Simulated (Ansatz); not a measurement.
YN in space group P6_3/mmc (No. 194; Y on 2d, N on 2c) under volume change, plane-wave PAW LDA (Ansatz code), shape and atoms relaxed at each volume.

```json
[
 {"V (Å³/atom)": "14.921", "E − E(relaxed) (meV/atom)": "___", "P (GPa)": "___"},
 {"V (Å³/atom)": "15.413", "E − E(relaxed) (meV/atom)": "30.0", "P (GPa)": "10.29"},
 {"V (Å³/atom)": "15.905", "E − E(relaxed) (meV/atom)": "7.1", "P (GPa)": "4.75"},
 {"V (Å³/atom)": "16.397", "E − E(relaxed) (meV/atom)": "0.0", "P (GPa)": "-0.01"},
 {"V (Å³/atom)": "16.889", "E − E(relaxed) (meV/atom)": "___", "P (GPa)": "___"},
 {"V (Å³/atom)": "17.380", "E − E(relaxed) (meV/atom)": "24.5", "P (GPa)": "-7.59"},
 {"V (Å³/atom)": "17.872", "E − E(relaxed) (meV/atom)": "52.5", "P (GPa)": "-10.59"}
]
```

### Question
Complete the blanks.

### Answer

- 16.889, E − E(relaxed) (meV/atom): 6.4
- 16.889, P (GPa): -4.09
- 14.921, E − E(relaxed) (meV/atom): 71.2
- 14.921, P (GPa): 16.75

### Question
What does a third-order Birch–Murnaghan fit give for V₀, B₀ and B′?

### Answer
V₀ = 16.40 Å³/atom, B₀ = 147 GPa, B′ = 4.1.

The workflow started from a Materials Project entry (that database holds measured and hypothetical structures alike); the Crystallography Open Database copy checked does not list it. COD files the formula under space group No. 225. Whether it is the stable phase at ambient conditions was not checked. The LDA relaxation kept the symmetry of its start; its stability against distortions is not shown here. No spin polarisation was allowed.

Potentials: the later of the program's two PAW sets.
